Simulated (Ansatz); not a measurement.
SnPb₃O₄: stable or not

The structure comes from a generated guess, relaxed at this level; another structure or a mixture of phases may lie lower.

Theory: DFT PBE, scalar-relativistic, plane waves, PAW in Ansatz. The final run on the 8-atom cell used 420 eV, a Γ-centred 8×8×4 mesh, 0.02 eV smearing and no spin polarisation.

```xyz
8
Lattice="4.0018 0.0000 0.0000 0.0000 4.0018 0.0000 0.0000 0.0000 10.9130" Properties=species:S:1:pos:R:3 pbc="T T T"
Sn    2.0009    2.0009    4.2827
Pb    0.0000    0.0000    1.2742
Pb    0.0000    0.0000    6.6081
Pb    2.0009    2.0009    9.7653
O     0.0000    2.0009    0.0386
O     0.0000    2.0009    5.3657
O     2.0009    0.0000    0.0386
O     2.0009    0.0000    5.3657
```

Energies over the elements count from the elements' standard structures at the same level (O₂ as a molecule), with no fitted energy shifts. The references include grey tin.

Task: These tests were run: energy against the elements; random kick, then relaxation without symmetry; phonons on a 2×2×1 q mesh. What do they show?

Result:

```csv
test,result
energy against the elements,−1.133 eV/atom
"random kick, then relaxation without symmetry",returns
phonons on a 2×2×1 q mesh,"no imaginary mode on the mesh, but the interpolation dips to 32i cm⁻¹ between its points"
```

It fails none of these tests outright. Other phases of the system weren't compared here, so this isn't yet thermodynamic stability. Undecided within the accuracy: phonons on a 2×2×1 q mesh.

Weakly bound directions are ill-defined at this level, which has no dispersion term. These runs have no spin–orbit coupling, which can matter for Pb. The kick test ran on a coarse mesh. The run for the phonons used an 8×8×4 k mesh.
